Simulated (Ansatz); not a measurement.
TiAl (CuAu type, space group P4/mmm)

```
CELL_PARAMETERS angstrom
      5.64852     0.00000     0.00000
      0.00000     2.82426     0.00000
      0.00000     0.00000     4.07079
ATOMIC_POSITIONS crystal
  Al 0.25000 0.50000 0.50000
  Al 0.75000 0.50000 0.50000
  Ti 0.00000 0.00000 0.00000
  Ti 0.50000 0.00000 0.00000
```

A phonon eigenvector at X = (0.5, 0.0, 0.0) is frozen into this cell: atom i moves by Q times the vector below, so Q is the largest atomic displacement, in Å. The cell is held. (q is in reciprocal vectors of the primitive cell; the cell shown is doubled to hold the pattern.)

```csv
atom,x,y,z
Al1,0.000,-1.000,0.000
Al2,0.000,1.000,0.000
```

Atoms not listed stay in place.

Level of theory: PBE (plane waves to 420 eV, PAW, scalar-relativistic; Ansatz, a quantum-chemistry and plane-wave program). k mesh 8×16×12 (Γ-centred), Fermi-Dirac smearing 0.05 eV. With partly filled bands, energies and forces of such displacements shift with the k mesh and the smearing. TiAl is run without spin polarisation. TiAl was relaxed with its symmetry unable to fall. 

```tsv
Q (Å)	−dE/dQ from forces (eV/Å)
-0.180	1.662
-0.150	1.394
-0.120	1.122
-0.090	0.845
-0.060	0.565
-0.030	0.283
0.000	0.000
0.030	-0.283
0.060	-0.565
0.090	-0.845
0.120	-1.122
0.150	-1.394
0.180	-1.662
```

Q: What harmonic wavenumber does the curvature at Q = 0 give?

A: 218 cm⁻¹. E″ = 9.44 eV/Å², M = Σ mᵢ|uᵢ|² = 54.0 u, ν̃ = 521.5·√(|E″|/M).

(A displaced cell: forces are minus the slopes of the energy, force constants its curvatures, and phonons follow from these.)
